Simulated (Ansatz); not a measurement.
The calculation used Ansatz 0.2.0, DFT PBE, scalar-relativistic, plane waves, PAW, and for the lanthanide a 4f-in-core norm-conserving potential. All cells share a 690 eV cutoff and Γ-centred k meshes spaced at most about 0.3 Å⁻¹ (about 0.25 or finer for metals, 2π included). No spin polarisation in the final relaxations.

These are static total energies at zero pressure. All come from trial cells, and lower structures may exist.

Task: These unrelaxed guesses for CsHoCu are each relaxed within their symmetry. Order them by the energy at which they end, lowest first.
A.

```
Cs Ho Cu
1.0
    -2.84962    2.89750    3.31423
     2.84962   -2.89750    3.31423
     2.84962    2.89750   -3.31423
Cs Ho Cu
1 1 1
Direct
  0.00000 0.00000 0.00000
  0.50000 0.50000 0.00000
  0.00000 0.50000 0.50000
```

B.

```
Cs Ho Cu
1.0
     4.87977    0.00000    0.00000
    -2.43988    4.22600    0.00000
     0.00000    0.00000    4.62531
Cs Ho Cu
1 1 1
Cartesian
  0.0000 0.0000 0.0000
  2.4399 1.4087 2.3127
  0.0000 2.8173 0.0000
```

C.

```
Cs Ho Cu
1.0
     3.75199    0.00000    0.00000
     0.00000    3.75199    0.00000
     0.00000    0.00000    6.32782
Cs Ho Cu
1 1 1
Direct
  0.00000 0.00000 0.50000
  0.00000 0.00000 0.00000
  0.50000 0.50000 0.00000
```

Result: C (ends in P4/mmm, 0 meV/atom), B (ends in P-6m2, 0.55 eV/atom), A (ends in Immm, 0.58 eV/atom). Even the lowest end lies +0.39 eV/atom against the elements.

Cells relaxed within their symmetry can be saddle points. Some structure types and database cells were kept out of the candidates from the start, so a known form may be missing.

The lanthanide is trivalent by construction, without f bands, f moments or other valences. The reference runs of the other elements, and any phases without the lanthanide, used 420 eV, which shifts energies against them by under 10 meV/atom. The lanthanide's reference is the lowest of its hcp, dhcp and fcc cells.
